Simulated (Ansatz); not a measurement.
**Elastic constants of TaN at 11 GPa (stress–strain coefficients): input and output**

These are results of DFT LDA, scalar-relativistic, plane waves, PAW (Ansatz), not measurements.

Launched with:
```bash
ansatz run input.yaml --threads 1 --pin off --max-ram 3072MiB --backend cpu --events-out ev --progress --plain --runs-dir out
```

Input (bare energies are in eV):
```yaml
crystal:
  lattice:
    - [0.0, 2.1547769824, 2.1547769824]
    - [2.1547769824, 0.0, 2.1547769824]
    - [2.1547769824, 2.1547769824, 0.0]
  atoms:
    - { symbol: Ta, position: [0.5, 0.5, 0.5] }
    - { symbol: "N", position: [0.0, 0.0, 0.0] }
basis:
  ecutwfc: 420
kpoints:
  mp_grid: { grid: [16, 16, 16] }
hamiltonian:
  xc: lda
scf:
  occupations: { method: fermi_dirac, width: 0.15 }
output:
  forces: true
  stress: true
  eigenvalues: true
elastic:
  mode: relaxed_ion
  amplitude: 0.005
```

From the output:
```
--- Elastic constants: 2 strain directions × 4 members + reference (group order 48) ---
  dense FFT box of the reference and of every strained cell: 24×24×24
  strains applied: 11, 23; error gains: componentwise 1.00 (the most a stress slope's error grows in a printed constant), spectral 1.73 (1 for all six strains in a standard setting)
  C = ∂σ_k/∂η_j (tension-positive GPa; Voigt order 11 22 33 23 13 12):
       930.951    167.907    167.907     -0.000     -0.000      0.000
       167.907    930.951    167.907      0.000      0.000     -0.000
       167.907    167.907    930.951      0.000     -0.000     -0.000
         0.000     -0.000     -0.000     67.292      0.000     -0.000
        -0.000      0.000      0.000     -0.000     67.292      0.000
         0.000     -0.000      0.000     -0.000     -0.000     67.292
  reference stress σ⁰ (GPa):    -10.999    -10.999    -10.999     -0.000     -0.000     -0.000
  C* (energy form; C + prestress term) asymmetry max|C*_kj − C*_jk| = 8.527e-14 GPa — a small one proves nothing (zero by symmetry where the batch's group is 432, −43m or m−3m); a large one is finite-difference/SCF noise where every solve ...
  moduli (Voigt/Reuss/Hill, GPa): K = 422.26/422.26/422.26   G = 192.98/100.35/146.67   E = 394.35   ν = 0.344
  mechanically stable: yes (min eigenvalue of sym C = 67.29 GPa)
  strain η (Voigt 11):  stress-route row diagonal C_11 = 930.95 GPa, energy-path curvature d²(F+E_count+ΔE)/dδ²/Ω₀ = 931.12 GPa
    cells at ±δ against ±2δ: C11 931.18 and 931.85 GPa, apart by 0.07 % of the column's largest entry
         δ    σ_11 (GPa) F (eV) n_scf n_hpsi n_pw
    -1.000e-2     -20.8753      -10058.6958034       7   85534    397   relax 0 steps, max|allowed force component| 8.38e-31 eV/Å
    -5.000e-3     -15.7939      -10058.7072519       4   73332    398   relax 0 steps, max|allowed force component| 3.06e-30 eV/Å
     5.000e-3      -6.4821      -10058.7210511       3   70157    403   relax 0 steps, max|allowed force component| 4.93e-30 eV/Å
     1.000e-2      -2.2384      -10058.7237650       6   76676    406   relax 0 steps, max|allowed force component| 3.16e-30 eV/Å
  strain η (Voigt 23):  stress-route row diagonal C_44 = 67.29 GPa, energy-path curvature d²(F+E_count+ΔE)/dδ²/Ω₀ = 72.90 GPa
    cells at ±δ against ±2δ: C44 67.42 and 67.80 GPa, apart by 0.57 % of the column's largest entry
         δ    σ_23 (GPa) F (eV) n_scf n_hpsi n_pw
    -1.000e-2      -0.6780      -10058.7151452       6  141829    400   relax 0 steps, max|allowed force component| 2.65e-29 eV/Å
    -5.000e-3      -0.3371      -10058.7154873       4  126544    400   relax 0 steps, max|allowed force component| 7.65e-29 eV/Å
     5.000e-3       0.3371      -10058.7154873       4  123528    400   relax 0 steps, max|allowed force component| 6.98e-29 eV/Å
     1.000e-2       0.6780      -10058.7151452       6  127372    400   relax 0 steps, max|allowed force component| 8.29e-29 eV/Å
```

It took 67 s on 1 thread of Intel(R) Xeon(R) Platinum 8259CL CPU @ 2.50GHz (Skylake/Cascade Lake) (shared host), peak memory 0.49 GiB.

In a metal, frequencies and elastic constants depend on the k mesh and the smearing, soft modes and shear constants most. Spin–orbit coupling is left out, which can shift energies with elements as heavy as these. Other phases may be more stable at this pressure.

This rock-salt form isn't the usual stable structure of the compound at low pressure.